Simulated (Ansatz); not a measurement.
Carbon (diamond): adding exact exchange

Ansatz, plane waves with scalar-relativistic PAW, all at the r²SCAN geometry (a = 3.560 Å) on a 8×8×8 mesh, smearing 0.1 eV.

```csv
functional,gap on the mesh (eV),rough cost against r²SCAN
r²SCAN,4.37,1×
r²SCAN0,6.15,5×
```

A gap read on a coarse mesh may be too large.
